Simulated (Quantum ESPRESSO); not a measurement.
Ru3Pt2NbInZr, input and log of a self-consistent run

Simulated, not a measurement. The program is pw.x of Quantum ESPRESSO 7.5 (plane-wave density functional theory). The cell is made up: eight metal atoms on a face-centred cubic lattice, with elements, volume, strain and displacements drawn at random and not relaxed, so it may be unstable or far from any real phase. PseudoDojo standard norm-conserving files set the functional (PBE unless stated); there is no spin polarisation or spin-orbit coupling, the Fermi-Dirac width of 0.25 eV means electrons at about 2900 K, and the masses in the input are unused placeholders. Heavy elements are run without spin-orbit coupling, which real alloys of them have. A spin test at this wide smearing found no moment, but such smearing suppresses magnetism that the real alloy may have.

Input:

```
&control calculation='scf', pseudo_dir='./dojo.nc.sr.pbe.v0_5.standard.upf', outdir='./o', disk_io='minimal', tprnfor=.true., tstress=.true. /
&system ibrav=0, nat=8, ntyp=5, nbnd=78, ecutwfc=84.00895049, nosym=.true., tot_charge=0,
 occupations='smearing', smearing='fd', degauss=0.0183746611
/
&electrons conv_thr=1.470e-08, electron_maxstep=70, mixing_beta=0.5 /
ATOMIC_SPECIES
In 1.0 In.upf
Nb 1.0 Nb.upf
Pt 1.0 Pt.upf
Ru 1.0 Ru.upf
Zr 1.0 Zr.upf
CELL_PARAMETERS angstrom
-4.1571 0.0 0.0
0.0 -4.1571 4.1571
0.0 6.2357 2.0786
ATOMIC_POSITIONS angstrom
Ru 0.0985 -0.032 0.2523
Pt 0.0037 2.1321 2.1067
Nb -0.0169 -1.9879 2.1494
In 0.1018 0.1388 4.3274
Ru -2.2714 4.0715 2.092
Pt -2.2049 0.0471 2.0815
Zr -2.0554 2.0615 4.1806
Ru -2.0489 -2.0947 4.0271
K_POINTS automatic
6 5 4 1 1 1
```

The log is shortened where brackets say so; the opening notice, blank lines, dates and the lines on written files are dropped, and the path of the files is cut. It prints rydbergs, bohrs and kilobars, and counts compression as positive stress. Its total energy is the free energy E - TS of the whole cell.

```
     Program PWSCF v.7.5
     Parallel version (MPI & OpenMP), running on       4 processor cores
     Number of MPI processes:                 4
     Threads/MPI process:                     1
     [start-up lines left out]
     bravais-lattice index     =            0
     lattice parameter (alat)  =       7.8558  a.u.
     unit-cell volume          =     969.6237 (a.u.)^3
     number of atoms/cell      =            8
     number of atomic types    =            5
     number of electrons       =       122.00
     number of Kohn-Sham states=           78
     kinetic-energy cutoff     =      84.0090  Ry
     charge density cutoff     =     336.0358  Ry
     scf convergence threshold =      1.5E-08
     mixing beta               =       0.5000
     number of iterations used =            8  plain     mixing
     Exchange-correlation= PBE
                           (   1   4   3   4   0   0   0)
     [axes and pseudopotential details left out]
   Cartesian axes
     site n.     atom                  positions (alat units)
         1        Ru     tau(   1) = (   0.0236944  -0.0076977   0.0606913  )
         2        Pt     tau(   2) = (   0.0008900   0.5128816   0.5067715  )
         3        Nb     tau(   3) = (  -0.0040653  -0.4781939   0.5170431  )
         4        In     tau(   4) = (   0.0244882   0.0333887   1.0409661  )
         5        Ru     tau(   5) = (  -0.5463905   0.9794087   0.5032354  )
         6        Pt     tau(   6) = (  -0.5303938   0.0113300   0.5007096  )
         7        Zr     tau(   7) = (  -0.4944312   0.4958986   1.0056530  )
         8        Ru     tau(   8) = (  -0.4928676  -0.5038849   0.9687282  )
     number of k points=    60  Fermi-Dirac smearing, width (Ry)=  0.0184
                       cart. coord. in units 2pi/alat
        k(    1) = (  -0.0833333   0.0374989   0.1374989), wk =   0.0333333
        k(    2) = (  -0.0833333   0.1624974   0.2624974), wk =   0.0333333
     [further k points left out]
     Dense  grid:   100857 G-vectors     FFT dimensions: (  45,  72,  75)
     Estimated max dynamical RAM per process >     423.12 MB
     Estimated total dynamical RAM >       1.58 GB
     Initial potential from superposition of free atoms
     starting charge     121.9888, renormalised to     122.0000
     Starting wfcs are   79 randomized atomic wfcs
     total cpu time spent up to now is        6.9 secs
     per-process dynamical memory:   327.2 Mb
     Self-consistent Calculation
     iteration #  1     ecut=    84.01 Ry     beta= 0.50
     Davidson diagonalization with overlap
     ethr =  1.00E-02,  avg # of iterations =  5.7
     total cpu time spent up to now is       26.5 secs
     total energy              =   -1486.76057199 Ry
     estimated scf accuracy    <       1.90531965 Ry
     iteration #  2     ecut=    84.01 Ry     beta= 0.50
     Davidson diagonalization with overlap
     ethr =  1.56E-03,  avg # of iterations =  3.3
     total cpu time spent up to now is       44.3 secs
     total energy              =   -1486.55654148 Ry
     estimated scf accuracy    <       9.53294236 Ry
     iteration #  3     ecut=    84.01 Ry     beta= 0.50
     Davidson diagonalization with overlap
     ethr =  1.56E-03,  avg # of iterations =  2.1
     total cpu time spent up to now is       60.5 secs
     total energy              =   -1487.18535894 Ry
     estimated scf accuracy    <       6.84839511 Ry
     iteration #  4     ecut=    84.01 Ry     beta= 0.50
     Davidson diagonalization with overlap
     ethr =  1.56E-03,  avg # of iterations =  2.0
     total cpu time spent up to now is       74.8 secs
     total energy              =   -1487.60694495 Ry
     estimated scf accuracy    <       0.27678055 Ry
     iteration #  5     ecut=    84.01 Ry     beta= 0.50
     Davidson diagonalization with overlap
     ethr =  2.27E-04,  avg # of iterations =  2.3
     total cpu time spent up to now is       90.4 secs
     total energy              =   -1487.60870086 Ry
     estimated scf accuracy    <       0.65315986 Ry
     [iterations 6 to 13 left out]
     iteration # 14     ecut=    84.01 Ry     beta= 0.50
     Davidson diagonalization with overlap
     ethr =  2.94E-09,  avg # of iterations =  1.2
     total cpu time spent up to now is      231.8 secs
     total energy              =   -1487.66459343 Ry
     estimated scf accuracy    <       0.00000376 Ry
     iteration # 15     ecut=    84.01 Ry     beta= 0.50
     Davidson diagonalization with overlap
     ethr =  2.94E-09,  avg # of iterations =  1.0
     total cpu time spent up to now is      246.2 secs
     total energy              =   -1487.66459373 Ry
     estimated scf accuracy    <       0.00000021 Ry
     iteration # 16     ecut=    84.01 Ry     beta= 0.50
     Davidson diagonalization with overlap
     ethr =  1.75E-10,  avg # of iterations =  2.3
     total cpu time spent up to now is      261.6 secs
     total energy              =   -1487.66459375 Ry
     estimated scf accuracy    <       0.00000012 Ry
     iteration # 17     ecut=    84.01 Ry     beta= 0.50
     Davidson diagonalization with overlap
     ethr =  9.64E-11,  avg # of iterations =  1.6
     total cpu time spent up to now is      276.7 secs
     total energy              =   -1487.66459375 Ry
     estimated scf accuracy    <       0.00000011 Ry
     iteration # 18     ecut=    84.01 Ry     beta= 0.50
     Davidson diagonalization with overlap
     ethr =  9.42E-11,  avg # of iterations =  1.0
     total cpu time spent up to now is      290.8 secs
     End of self-consistent calculation
     [lines on levels left out]
!    total energy              =   -1487.66459375 Ry
     estimated scf accuracy    <          9.7E-09 Ry
     smearing contrib. (-TS)   =      -0.12764169 Ry
     internal energy E=F+TS    =   -1487.53695207 Ry
     The total energy is F=E-TS. E is the sum of the following terms:
     one-electron contribution =    -375.49052352 Ry
     hartree contribution      =     260.03510476 Ry
     xc contribution           =    -283.33753617 Ry
     ewald contribution        =   -1088.74399713 Ry
     convergence has been achieved in  18 iterations
     Forces acting on atoms (cartesian axes, Ry/au):
     atom    1 type  4   force =    -0.03649040    0.02687836   -0.03440830
     atom    2 type  3   force =    -0.01986759   -0.01153641    0.00227420
     atom    3 type  2   force =    -0.00233915    0.03297947   -0.01311660
     atom    4 type  1   force =    -0.05701931   -0.06935105   -0.01140648
     atom    5 type  4   force =     0.06062150    0.01601375    0.04918825
     atom    6 type  3   force =     0.04306310   -0.01397608   -0.00529981
     atom    7 type  5   force =     0.00980238    0.03816490    0.00415025
     atom    8 type  4   force =     0.00222948   -0.01917293    0.00861849
     Total force =     0.153858     Total SCF correction =     0.000396
     Computing stress (Cartesian axis) and pressure
          total   stress  (Ry/bohr**3)                   (kbar)     P=     -101.89
  -0.00058066   0.00006433   0.00022478          -85.42        9.46       33.07
   0.00006433  -0.00053752  -0.00000348            9.46      -79.07       -0.51
   0.00022478  -0.00000348  -0.00095970           33.07       -0.51     -141.18
     init_run     :      6.35s CPU      6.63s WALL (       1 calls)
     electrons    :    277.78s CPU    283.90s WALL (       1 calls)
     forces       :      2.50s CPU      2.53s WALL (       1 calls)
     stress       :      8.54s CPU      8.79s WALL (       1 calls)
     [timing details left out]
     PWSCF        :   4m55.55s CPU   5m 2.27s WALL
     JOB DONE.
```

In other units: free energy -20240.708 eV for the cell, pressure -10.19 GPa, largest force component 1.783 eV/Å in size. The run took 304 s of wall time with four MPI processes on a shared machine (Intel Xeon, 2023 or later, virtual cores), so the time is rough. A rerun of this cell at a higher cutoff and on a denser mesh moved values by no more than 0.004 eV in energy, 0.02 GPa in stress and 0.004 eV/Å in force, and a second program with other atomic files agreed on that cell to 2 % rms in force and 0.5 GPa in pressure.